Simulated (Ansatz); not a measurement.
A geometry of Al2Cu away from equilibrium: step 2 of the relaxation of a relaxed Al2Cu cell, doubled along one cell vector, shaken by Gaussian noise of σ = 0.08 Å a coordinate. Level of theory: r2SCAN (plane waves to 500 eV, PAW, scalar-relativistic; Ansatz, a quantum-chemistry and plane-wave program). Γ-centred k-mesh 3×6×6 on the run's cell (coarser than for final values), Fermi–Dirac smearing 0.05 eV. The plane waves were selected for a different cell earlier on the path.

```xyz
12
Lattice="10.4023 -0.0530 -0.1914 -0.0265 5.1700 0.0688 -0.0957 0.0688 5.1916" Properties=species:S:1:pos:R:3 pbc="T T T"
Al     3.8297     4.0395     3.6409
Al     8.9267     3.8060     3.7875
Al     3.9580     1.3155     1.2582
Al     9.0192     1.0257     1.2787
Al     1.0321     3.7693     1.3770
Al     6.7345     4.0218     1.1717
Al     1.2563     1.3099     3.9183
Al     6.6007     1.3560     3.9422
Cu    -0.1017     0.1142    -0.0252
Cu     5.1515     0.0398    -0.0543
Cu     2.6336     2.5472     2.5537
Cu     7.7458     2.4301     2.3950
```

Task: Give the Cartesian forces on all atoms (eV/Å).

Result: 
```csv
atom,Fx,Fy,Fz
Al1,0.45,0.72,0.17
Al2,-0.03,0.09,0.12
Al3,-0.10,0.27,0.32
Al4,-0.01,-0.37,0.34
Al5,-0.17,-0.08,0.13
Al6,0.06,0.69,-0.39
Al7,0.40,0.34,-0.40
Al8,-0.20,-0.53,0.89
Cu9,0.07,-0.70,-0.34
Cu10,0.36,-0.61,-0.65
Cu11,-0.84,-0.22,-0.18
Cu12,0.00,0.40,-0.03
```

The path ends in P1 (No. 1). No spin polarisation in the result.

The end of the path is a generated cell of Al2Cu: the first start was made by placing the elements on the sites of a structure type, and the end was not matched to a known phase here, so it may be hypothetical. Known forms of Al2Cu include space group No. 140.
